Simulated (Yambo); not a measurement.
Yambo run on AlN (wurtzite, space group P6_3mc, No. 186). The wavefunctions are LDA (Quantum ESPRESSO, PseudoDojo norm-conserving, 84 Ry, scalar-relativistic) ones on a 6×6×4 mesh (8 occupied bands); a = b = 3.082 Å, c = 4.933 Å, α = β = 90.00°, γ = 120.00°.

Yambo input:

```
rim_cut
gw0
dyson
el_el_corr
HF_and_locXC
ppa
em1d
RandQpts= 1000000
RandGvec= 1 Ry
EXXRLvcs= 84 Ry
VXCRLvcs= 336 Ry
Chimod= "HARTREE"
% BndsRnXp
 1 | 59 |
%
NGsBlkXp= 8 Ry
% LongDrXp
 1.0 | 1.0 | 1.0 |
%
PPAPntXp= 27.2114 eV
% GbndRnge
 1 | 59 |
%
GTermKind= "BG"
DysSolver= "n"
ExtendOut
% QPkrange
 1 | 1 | 8 | 9 |
%
```

k points by index: 1 = Γ.

The o-*.qp file then holds:

```
#    K-point    Band    Eo [eV]    E [eV]    E-Eo [eV]    Vxc [eV]    Vnlxc [eV]    Sc|Eo [eV]    Sc|E [eV]    dSc/dw|Eo [eV]    Re(Z)    Im(Z)
#
    1    8    0.000000    -0.782750    -0.782750    -16.98606    -21.05477    3.087376    3.285957    -6.902553    0.797660    -0.001162
    1    9    4.491353    5.259157    0.767804    -12.85126    -8.209642    -3.709947    -3.873811    -5.806766    0.824133    -0.001026
```
(The two width columns are left out.) Convergence of these settings isn't established.

Geometry relaxed with LDA.
